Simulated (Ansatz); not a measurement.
Recipe of this trial structure of Al₃B₂As: random cell by space group and Wyckoff sites (P-62m, No. 189). The dimensions are guesses.

```cif
data_structure
_symmetry_space_group_name_H-M 'P-62m'
_symmetry_Int_Tables_number 189
_cell_length_a 4.8585
_cell_length_b 4.8585
_cell_length_c 4.4148
_cell_angle_alpha 90.000
_cell_angle_beta 90.000
_cell_angle_gamma 120.000
_cell_volume 90.25
loop_
_atom_site_label
_atom_site_type_symbol
_atom_site_symmetry_multiplicity
_atom_site_Wyckoff_symbol
_atom_site_fract_x
_atom_site_fract_y
_atom_site_fract_z
_atom_site_occupancy
Al1 Al 3 g 0.76962 0.00000 0.50000 1
B1 B 2 d 0.33333 0.66667 0.50000 1
As1 As 1 a 0.00000 0.00000 0.00000 1
```

The calculation used Ansatz 0.2.0, DFT PBE, scalar-relativistic, plane waves, PAW. Cutoff 420 eV, Gaussian smearing, Γ-centred meshes. Cell and atoms relax first on a coarse mesh and then on a finer one. In between, the cell is made exact in the group found at 0.06 Å. In metals the finer mesh still leaves noise of several meV/atom or more. The steps can't lower the symmetry of their start. No spin polarisation.

A guess keeps its type if space group and coordination stay and the shape of the cell changes little (axis ratios within about 15 %, angles within 6°); the volume may change.

Problem. Does this structure survive the relaxation?

Solution. It doesn't keep its type. The symmetry stays P-62m (No. 189). The volume per atom grows by 14.5 %, from 15.0 to 17.2 Å³. The shortest distance goes from 1.92 Å (Al–B) to 2.10 Å (Al–B). The ratio c/a of the conventional cell changes by a factor of 0.48. Counting neighbours within 15 % of an atom's shortest distance, the start has Al 4, As 6, B 3 and the end Al 2, As 8, B 3. In detail, at the end Al has 2 B at 2.10 Å and 2 As at 2.71 Å; around B lie 3 Al at 2.10 Å; As is surrounded by 6 Al at 2.71 Å and 2 As at 2.82 Å.

```xyz
6
Lattice="6.5074 0.0000 0.0000 -3.2537 5.6356 0.0000 0.0000 0.0000 2.8166" Properties=species:S:1:pos:R:3 pbc="T T T"
Al    4.1930    0.0000    1.4083
Al   -2.0965    3.6312    1.4083
Al    1.1572    2.0043    1.4083
B     0.0000    3.7570    1.4083
B     3.2537    1.8785    1.4083
As    0.0000    0.0000    0.0000
```

The last run used a 6×6×14 mesh (in the run's order of axes) for its 6-atom cell and Gaussian smearing of 0.10 eV. Symmetry constrained the relaxation, so the result can be a saddle point. Another cell of Al3B2As relaxed alike, in C2, lies 0.50 eV/atom lower, so this cell isn't the stable form at this level.
